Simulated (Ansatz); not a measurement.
MgF₂:
```
MgF2
1.0
    3.06370     0.00000     0.00000
   -1.53185     2.65324     0.00000
    0.00000     0.00000     4.38077
Mg F
1 2
Direct
  0.00000   0.00000   0.00000
  0.33333   0.66667   0.21287
  0.66667   0.33333   0.78713
```

Relaxed with r²SCAN+D4.

**Question.** Tabulate the valence density and the electron localisation function along the shortest Mg–F contact (2.00 Å), r²SCAN+D4 in the plane-wave PAW code Ansatz.

**Answer.** 

```
distance from Mg (Å)  density (e/Å³)   ELF
--------------------  --------------  ----
0.20                           23.25  0.14
0.30                           16.37  0.23
0.40                            9.67  0.32
0.50                            4.60  0.35
0.60                            1.70  0.27
0.70                            0.54  0.12
0.80                            0.28  0.05
0.90                            0.27  0.06
1.00                            0.34  0.23
1.10                            0.50  0.55
1.20                            0.79  0.74
1.30                            1.28  0.80
1.40                            2.16  0.81
1.50                            3.69  0.80
1.60                            6.00  0.76
1.70                            8.88  0.67
1.80                           11.75  0.56
```

The density is the valence pseudo-density with augmentation charge, so density and ELF within about 1 Å of a nucleus are not all-electron values.

Space group P-3m1 (CdI2 type). The start of the workflow was typed in or built on a structure type; neither database checked (COD, Materials Project) lists it. It is not the phase usual at ambient conditions (space group No. 136). The r²SCAN+D4 relaxation kept the symmetry of its start; its stability against distortions is not shown here.

Potentials: the earlier of the program's two PAW sets.
